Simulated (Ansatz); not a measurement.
Relaxed-ion elastic tensor of InP (zinc blende, space group No. 216) in GPa (Voigt order), LDA in the plane-wave PAW code Ansatz; density 4.90 g/cm³, 24.73 Å³ per atom.

```
 101  56.6  56.6   0.0   0.0   0.0
56.6   101  56.6   0.0   0.0   0.0
56.6  56.6   101   0.0   0.0   0.0
 0.0   0.0   0.0  45.5   0.0   0.0
 0.0   0.0   0.0   0.0  45.5   0.0
 0.0   0.0   0.0   0.0   0.0  45.5
```

Question: Is the crystal mechanically stable?

Answer: Yes: the smallest eigenvalue of C is 44.1 GPa.

Question: Work out the Voigt, Reuss and Hill averages.

Answer: K_V = 71.3, K_R = 71.3, K_H = 71.3; G_V = 36.1, G_R = 31.9, G_H = 34.0 GPa.

Question: Give Young's modulus, Poisson's ratio, Pugh's ratio and the universal anisotropy index.

Answer: E = 9KG/(3K + G) = 88.0 GPa; ν = 0.29; K/G = 2.10 (ductile by the Pugh limit of 1.75); A_U = 5G_V/G_R + K_V/K_R − 6 = 0.66.

Question: Estimate the sound speeds and the Debye temperature.

Answer: v_l = √((K + 4G/3)/ρ) = 4880 m/s, v_t = √(G/ρ) = 2640 m/s, mean 2940 m/s; Θ = (h/k)(3n/4πV)^(1/3) v_m = 301 K.

Question: Give the Zener ratio and Young's modulus along [100], [110] and [111].

Answer: A = 2C44/(C11 − C12) = 2.06; 1/E = S11 − 2(S11 − S12 − S44/2)Γ with Γ = 0, 1/4, 1/3 gives 59.9, 92.3, 112 GPa.

Question: Solve the Christoffel equation for the three sound speeds along [100], [110], [111].

Answer: Eigenvalues of C_ijkl n_j n_l equal ρv² (piezoelectric stiffening left out). In km/s, slowest first: [100] 3.05, 3.05, 4.54; [110] 2.12, 3.05, 5.04; [111] 2.47, 2.47, 5.19.

Space group F-43m (zinc blende). Symmetry was held in the LDA relaxation; of distortions, only those at the zone centre were tested.

Potentials: the later of the program's two PAW sets.
